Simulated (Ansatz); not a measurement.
Here is the system:

BaSnF4:
```cif
data_Ba2F8Sn2
_chemical_formula_sum 'Ba2 Sn2 F8'
_space_group_name_H-M_alt 'P4/nmm :1'
_space_group_IT_number 129
_space_group_name_Hall 'P 4ab 2ab -1ab'
_cell_length_a 4.25364
_cell_length_b 4.25364
_cell_length_c 10.57181
_cell_angle_alpha 90.000
_cell_angle_beta 90.000
_cell_angle_gamma 90.000
loop_
_space_group_symop_operation_xyz
  'x, y, z'
  '-y+1/2, x+1/2, z'
  '-x, -y, z'
  'y+1/2, -x+1/2, z'
  'x+1/2, -y+1/2, -z'
  '-y, -x, -z'
  '-x+1/2, y+1/2, -z'
  'y, x, -z'
  '-x+1/2, -y+1/2, -z'
  'y, -x, -z'
  'x+1/2, y+1/2, -z'
  '-y, x, -z'
  '-x, y, z'
  'y+1/2, x+1/2, z'
  'x, -y, z'
  '-y+1/2, -x+1/2, z'
loop_
_atom_site_label
_atom_site_type_symbol
_atom_site_symmetry_multiplicity
_atom_site_Wyckoff_symbol
_atom_site_fract_x
_atom_site_fract_y
_atom_site_fract_z
_atom_site_occupancy
Ba1 Ba 2 c 0.50000 0.00000 0.36408 1
Sn1 Sn 2 c 0.00000 0.50000 0.11859 1
F1 F 4 f 0.00000 0.00000 0.18185 1
F2 F 2 b 0.50000 0.50000 0.50000 1
F3 F 2 c 0.00000 0.50000 0.31429 1
```

This is the LDA-relaxed structure.

Question: All from plane-wave PAW LDA (Ansatz code), unless another level is named. Estimate the electronic dielectric constant ε∞ (DFPT).

Answer: 3.55 (xx = yy), 3.10 (zz).

Question: What about the Born charges (a third of the trace)?

Answer: Ba +2.85, Sn +3.12, F -1.59 to -1.35 e.

Question: Next, the Bader charges?

Answer: Ba +1.68, Sn +1.49, F -0.81 to -0.76 e.

The first step of the workflow began from a Materials Project structure, measured or hypothetical; the Crystallography Open Database copy checked does not list it. Its standing as an ambient phase is unchecked. Symmetry was held in the LDA relaxation; its stability against distortions is not shown here. A crystal of weakly bound layers computed without a dispersion correction: the cell and the soft elastic constants depend strongly on that. Scalar-relativistic: spin–orbit coupling is off unless named, which matters more the heavier the elements.

Potentials: the later of the program's two PAW sets.
